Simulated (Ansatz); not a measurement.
SiGeO$_{3}$:
```cif
data_GeO3Si
_chemical_formula_sum 'Si1 Ge1 O3'
_space_group_name_H-M_alt 'P 1'
_space_group_IT_number 1
_cell_length_a 3.38944
_cell_length_b 3.38944
_cell_length_c 4.28360
_cell_angle_alpha 90.000
_cell_angle_beta 90.000
_cell_angle_gamma 90.000
loop_
_space_group_symop_operation_xyz
  'x, y, z'
loop_
_atom_site_label
_atom_site_type_symbol
_atom_site_fract_x
_atom_site_fract_y
_atom_site_fract_z
_atom_site_occupancy
Si1 Si 0.50000 0.50000 0.60092 1
Ge1 Ge 0.00000 0.00000 0.14625 1
O1 O 0.00000 0.50000 0.48279 1
O2 O 0.50000 0.00000 0.48279 1
O3 O 0.50000 0.50000 0.97744 1
```

Relaxed with LDA.

Decompose the optical modes at the zone centre into irreducible representations, and say which are infrared and Raman allowed.

Point group 4mm: Γ_opt = 3A1 + B1 + 4E. Infrared: A1, E. Raman: A1, B1, E.

Assign frequencies (DFPT, plane-wave PAW LDA (Ansatz code); without the LO–TO term).

E 100i, A1 271, B1 307, E 312, E 413, A1 518, E 739, A1 891 cm⁻¹.

Subscripts of B labels follow the axes of the standard setting.

Space group P4mm. The start of the workflow was typed in or built on a structure type; neither database checked (COD, Materials Project) lists it. Its standing as an ambient phase is unchecked. Symmetry was held in the LDA relaxation. At this level the phase is dynamically unstable (imaginary phonons). A crystal of weakly bound units computed without a dispersion correction: the cell and the soft elastic constants depend strongly on that.

Potentials: the earlier of the program's two PAW sets. The files were generated under PBE; for other functionals the program regenerates the frozen cores, and for LDA and PBEsol the local potential too.
